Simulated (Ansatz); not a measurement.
Phases of Ge at 11 GPa

Structure types of Ge are relaxed in primitive cells with their symmetry kept at 11 GPa, first on PAW files, then by LAPW. The enthalpy is E + pV at zero temperature, without zero-point motion. Only the types listed were tried, and differences under about 5 meV/atom are mesh noise. The real phase may be another.

All numbers are LDA results (scalar-relativistic) from Ansatz 0.2.0, with Fermi–Dirac smearing of 0.08 eV, no spin polarisation. Methods: LAPW: all electrons, basis error target 0.5 meV/atom; PAW: frozen-core files, cutoff 420 eV.

k meshes: bcc 17×17×17, hcp 15×15×8, simple hexagonal 16×16×15, diamond 12×12×12, beta tin 16×16×16.

The PAW files were made under PBE.

Problem. Order the types by LAPW enthalpy, lowest first.
A. diamond
B. beta tin
C. bcc
D. hcp
E. simple hexagonal

Solution. B (0 meV/atom), E (26 meV/atom), A (89 meV/atom), C (117 meV/atom), D (123 meV/atom).

| start type | ends as | a, b, c (Å) | V (Å³/atom) | H − H(lowest), LAPW (meV/atom) | same, PAW |
| --- | --- | --- | --- | --- | --- |
| bcc | bcc, Im-3m | 3.175, 3.175, 3.175 | 16.00 | 117.0 | 117.1 |
| hcp | hcp, P6_3/mmc | 2.807, 2.807, 4.717 | 16.09 | 122.9 | 123.1 |
| simple hexagonal | simple hexagonal, P6/mmm | 2.718, 2.718, 2.529 | 16.18 | 25.7 | 25.7 |
| diamond | diamond, Fd-3m | 5.409, 5.409, 5.409 | 19.78 | 89.4 | 89.4 |
| beta tin | beta tin, I4_1/amd | 4.919, 4.919, 2.671 | 16.16 | 0.0 | 0.0 |

Problem. Split the lead of beta tin over simple hexagonal into energy and pV.

Solution. For simple hexagonal less beta tin: ΔE = +24.2 meV/atom, and p·ΔV = 11 GPa × +0.0215 Å³ × 6.242 meV/(GPa·Å³) = +1.5 meV/atom, together 25.7 meV/atom. beta tin wins on both counts.
